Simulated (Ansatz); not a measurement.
InPd2:
```cif
data_In4Pd8
_chemical_formula_sum 'In4 Pd8'
_space_group_name_H-M_alt 'Pnma'
_space_group_IT_number 62
_space_group_name_Hall '-P 2ac 2n'
_cell_length_a 5.66671
_cell_length_b 4.22354
_cell_length_c 8.28427
_cell_angle_alpha 90.000
_cell_angle_beta 90.000
_cell_angle_gamma 90.000
loop_
_atom_site_label
_atom_site_type_symbol
_atom_site_symmetry_multiplicity
_atom_site_Wyckoff_symbol
_atom_site_fract_x
_atom_site_fract_y
_atom_site_fract_z
_atom_site_occupancy
In1 In 4 c 0.17692 0.75000 0.39950 1
Pd1 Pd 4 c 0.43062 0.25000 0.22977 1
Pd2 Pd 4 c 0.15696 0.75000 0.07186 1
```

Relaxed at zero pressure with plane-wave PAW r²SCAN (Ansatz code).

Q: The volume is raised by 6 % and shape and atoms relax at that volume. What pressure results, and how do the axes share the change?

A: -7.2 GPa; a 2.5 %, b 1.6 %, c 1.8 %; the energy rises by 24 meV/atom.

Q: Give the new structure.

A: 
Space group Pnma (No. 62); a = 5.806 Å, b = 4.293 Å, c = 8.431 Å, α = 90.00°, β = 90.00°, γ = 90.00°

```csv
atom,site,symmetry,x,y,z
In,4c,.m.,0.1827,0.7500,0.3974
Pd,4c,.m.,0.4321,0.2500,0.2264
Pd,4c,.m.,0.1577,0.7500,0.0707
```

The phase is kept; no other phase was compared at this pressure.

The first step of the workflow began from a Materials Project structure, measured or hypothetical; the Crystallography Open Database copy checked does not list it. Its standing as an ambient phase is unchecked. The cell was relaxed with r²SCAN under the symmetry of its start; its stability against distortions is not shown here. No spin polarisation was allowed. Axis ratios of metals converge slowly with the k-mesh, so a and c are less sure than the volume.

Potentials: the later of the program's two PAW sets.
